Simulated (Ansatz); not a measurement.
Q: Each is relaxed and computed with the program Ansatz at the LDA level (PAW). Which is the only one with a gap?
(A) TiSi, Cmmm (Ti on 2b, Si on 2d)
(B) YbSi2, P6/mmm (Yb on 1a, Si on 2d)
(C) Si3N4, Fd-3m (Si on 16c, Si on 8b, N on 32e)
(D) Si3Mo5, I4/mcm (Si on 4a, Mo on 4b, Si on 8h, Mo on 16k)

A: C, Si3N4, Fd-3m (Si on 16c, Si on 8b, N on 32e). Si3N4: gap 3.36 eV (indirect); TiSi: metal; YbSi2: metal; Si3Mo5: metal. The 4f shell is in the valence, and the state reached may lie above the lowest one. Standing as an ambient phase not checked: TiSi, Cmmm (Ti on 2b, Si on 2d); YbSi2, P6/mmm (Yb on 1a, Si on 2d); Si3Mo5, I4/mcm (Si on 4a, Mo on 4b, Si on 8h, Mo on 16k). All cells were relaxed under the symmetry of their starts (and spin orders); stability against distortions was not tested throughout. Rows with no word on spin ran without spin polarisation. No Hubbard U is applied. Scalar-relativistic: spin–orbit coupling is off unless named, which matters more the heavier the elements.

Potentials: the later of the program's two PAW sets.
